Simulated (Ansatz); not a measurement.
Relaxed-ion elastic tensor of BAs (zinc blende, F-43m) in GPa (Voigt order), DFT-r²SCAN in the program Ansatz with PAW potentials; density 5.20 g/cm³, 13.68 Å³ per atom.

```
      1     2     3    4    5    6
-  ----  ----  ----  ---  ---  ---
1   290  66.7  66.7  0.0  0.0  0.0
2  66.7   290  66.7  0.0  0.0  0.0
3  66.7  66.7   290  0.0  0.0  0.0
4   0.0   0.0   0.0  157  0.0  0.0
5   0.0   0.0   0.0  0.0  157  0.0
6   0.0   0.0   0.0  0.0  0.0  157
```

Problem. Is the crystal mechanically stable?

Solution. Yes: the smallest eigenvalue of C is 157 GPa.

Problem. Work out the Voigt, Reuss and Hill averages.

Solution. K_V = 141, K_R = 141, K_H = 141; G_V = 139, G_R = 135, G_H = 137 GPa.

Problem. Give Young's modulus, Poisson's ratio, Pugh's ratio and the universal anisotropy index.

Solution. E = 9KG/(3K + G) = 311 GPa; ν = 0.13; K/G = 1.03 (brittle by the Pugh limit of 1.75); A_U = 5G_V/G_R + K_V/K_R − 6 = 0.14.

Problem. Estimate the sound speeds and the Debye temperature.

Solution. v_l = √((K + 4G/3)/ρ) = 7890 m/s, v_t = √(G/ρ) = 5130 m/s, mean 5630 m/s; Θ = (h/k)(3n/4πV)^(1/3) v_m = 701 K.

Problem. Give the Zener ratio and Young's modulus along [100], [110] and [111].

Solution. A = 2C44/(C11 − C12) = 1.41; 1/E = S11 − 2(S11 − S12 − S44/2)Γ with Γ = 0, 1/4, 1/3 gives 265, 320, 344 GPa.

The r²SCAN relaxation kept the symmetry of its start. The volume moved by 18 % from the start of the relaxation.

Potentials: the later of the program's two PAW sets.
